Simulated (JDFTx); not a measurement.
System: boron monoxide dimer, B2O2 (SMILES O=BB=O), charge 0, multiplicity 1; geometry: a GFN2-xTB minimum in vacuum (one conformer, no imaginary frequency past 20 cm⁻¹; largest PBE force component 1.8 eV/Å). Coordinates in Å:
```xyz
4

O     -1.997     0.000     0.000
B     -0.809     0.000     0.000
B      0.809     0.000     0.000
O      1.997     0.000     0.000
```

Computed with JDFTx (a modified build): PBE, GBRV ultrasoft potentials, plane waves to 20/100 Ha. Liquid: CANDLE, water, 0.5 M NaCl. The liquid run sits in a periodic box with 4 Å from the outermost atoms to the faces; the vacuum run is isolated. The box matters at about 0.01 eV. ΔG_solv is the difference of the two single-point energies, liquid minus vacuum; no corrections are added.

The values are those of the intact species: the continuum can't coordinate to it or react with it.

* **solvation energy**: -28.1 kJ/mol
* **part: cavitation term of the fluid**: 37 kJ/mol
* **part: dispersion term of the fluid**: -28.0 kJ/mol
* **part: electrostatic term of the fluid**: -52 kJ/mol
* **part: distortion of the solute's electrons**: 14.7 kJ/mol
* **highest occupied level in vacuum (zero: vacuum level)**: -9.51 eV
* **highest occupied level in the liquid (zero: bulk electrolyte)**: -9.08 eV
* **volume of the model's cavity**: 175.2 Å³
* **rough cost, vacuum and liquid run**: 80 s and 80 s of core time
